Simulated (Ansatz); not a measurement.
Total density of states per atom from LDA in the plane-wave PAW code Ansatz, in 0.25 eV bins, energy from the valence-band maximum:

```tsv
E (eV)	states/eV/atom
-7.86	0.07
-7.61	0.00
-7.36	0.00
-7.11	0.00
-6.86	0.00
-6.61	0.00
-6.36	0.00
-6.11	0.00
-5.86	0.00
-5.61	0.00
-5.36	0.30
-5.11	0.77
-4.86	0.72
-4.61	0.77
-4.36	1.07
-4.11	0.64
-3.86	0.52
-3.61	0.41
-3.36	0.60
-3.11	0.40
-2.86	0.65
-2.61	0.94
-2.36	0.85
-2.11	0.95
-1.86	1.16
-1.61	1.23
-1.36	1.32
-1.11	1.40
-0.86	1.41
-0.61	0.57
-0.36	0.41
-0.11	0.25
0.14	0.00
0.39	0.00
0.64	0.00
0.89	0.00
1.14	0.00
1.39	0.12
1.64	0.75
1.89	0.78
2.14	0.79
2.39	1.09
2.64	0.75
2.89	0.90
3.14	0.20
3.39	0.74
3.64	0.55
3.89	0.00
4.14	0.00
4.39	0.00
4.64	0.00
4.89	0.08
5.14	0.24
5.39	0.25
5.64	0.63
5.89	0.96
6.14	0.88
```

**Question.** Which of these materials gives this?
(A) Tc, fcc (Cu type)
(B) HfO2, Pca2_1 (Hf on 4a, O on 4a, O on 4a)
(C) TaSnO3, cubic perovskite
(D) PI2, P-1 (P on 2i, I on 2i, I on 2i)

**Answer.** D, PI2, P-1 (P on 2i, I on 2i, I on 2i). Top 1 eV of the valence band: I 5p 81 %, P 3p 13 %. Bottom 1 eV of the conduction band: P 3p 44 %, I 5p 44 %, outside the projected shells 7 %. Projections are on Löwdin-orthogonalised atomic valence shells; empty p or d shells of many metals are not among them.

The workflow started from an entry of the Crystallography Open Database (COD, 120 K). Its standing as an ambient phase is unchecked. The LDA relaxation kept the symmetry of its start; whether a distortion lowers the energy is not shown. A crystal of weakly bound molecules computed without a dispersion correction: the cell and the soft elastic constants depend strongly on that. Spin–orbit coupling is left out wherever it is not named.

Potentials: the later of the program's two PAW sets.
